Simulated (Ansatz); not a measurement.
## Al5Co2Ni3: rattling a relaxed structure

The structure comes from a generated guess, relaxed at this level; another structure or a mixture of phases may lie lower.

Computed with DFT PBE, scalar-relativistic, plane waves, PAW in Ansatz. Cutoff 420 eV; k points 14×14×4 on the computed 10-atom cell (Γ-centred); Gaussian smearing, width 0.10 eV; collinear spin from starting moments 0.0 0.0 0.0 0.0 0.0 0.4 0.4 0.0 0.0 0.0 μB.

The cell below (10 atoms, space group P4/mmm (No. 123)) is relaxed within its symmetry.

```
CELL_PARAMETERS angstrom
2.86727 0.00000 0.00000
0.00000 2.86727 0.00000
0.00000 0.00000 14.48459
ATOMIC_POSITIONS crystal
Al 0.50000 0.50000 0.89894
Al 0.50000 0.50000 0.10105
Al 0.50000 0.50000 0.30308
Al 0.50000 0.50000 0.50000
Al 0.50000 0.50000 0.69692
Co 0.00000 0.00000 0.40134
Co 0.00000 0.00000 0.59866
Ni 0.00000 0.00000 0.79692
Ni 0.00000 0.00000 0.00000
Ni 0.00000 0.00000 0.20308
```

For the test it was strained at random (σ = 1.5 % a component), the atoms were moved at random (σ = 0.15 Å), and all was relaxed again on a coarse 8×8×2 mesh (in the run’s order of axes) with 0.20 eV smearing, with no symmetry imposed.

**Question.** Is the structure stable against such a distortion?

**Answer.** It returns, within 1 meV/atom of the unmoved cell on that mesh and with the same symmetry when read at 0.1 Å. No instability shows in this cell; modes of other wave vectors, which need another repeat, aren't tested.
